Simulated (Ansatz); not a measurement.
CdF$_{2}$:
```yaml
crystal:
  lattice:
    - [0.00000, 2.74074, 2.74074]
    - [2.74074, 0.00000, 2.74074]
    - [2.74074, 2.74074, 0.00000]
  atoms:
    - { symbol: Cd, position: [0.00000, 0.00000, 0.00000] }
    - { symbol: F, position: [0.25000, 0.25000, 0.25000] }
    - { symbol: F, position: [0.75000, 0.75000, 0.75000] }
```

Relaxed with PBE.

Q: Map the valence electron density (e/Å³), cut off at 4 on the plane through (0.000, 0.000, 0.000) spanned by u = [1, 0, 0] and v = [-1, 1, 1] in lattice vectors, from DFT-PBE in the program Ansatz with PAW potentials.

A: x is the fraction of u, y of v (the angle between them is 90°; rows are the nearest grid lines); atoms in the plane: Cd at (0.00, 0.00), F at (0.50, 0.25), F at (0.50, 0.75).
```
|99994100000000149999|
|99993100000000139999|
|99962000000000026999|
|43210012466421001234|
|11000014999941000011|
|00000027999972000000|
|00000028999982000000|
|00000025999952000000|
|00000013699631000000|
|00000000011000000000|
|00000000000000000000|
|00000000000000000000|
|00000000000000000000|
|00000000000000000000|
|00000000011000000000|
|00000013699631000000|
|00000025999952000000|
|00000028999982000000|
|00000027999972000000|
|11000014999941000011|
|43210012466421001234|
|99962000000000026999|
|99993100000000139999|
|99994100000000149999|
```
Scale: ten equal steps from 0.006 (start of '0') to 4.00 (end of '9'), in the order '0123456789'; x runs from 0.000 to 1.00, y from 0.000 (bottom) to 1.00 (top).

The density is the valence pseudo-density with augmentation charge, so density and ELF within about 1 Å of a nucleus are not all-electron values.

Space group Fm-3m (fluorite). The PBE relaxation kept the symmetry of its start; phonons on a q-mesh show no instability.

Potentials: the later of the program's two PAW sets.
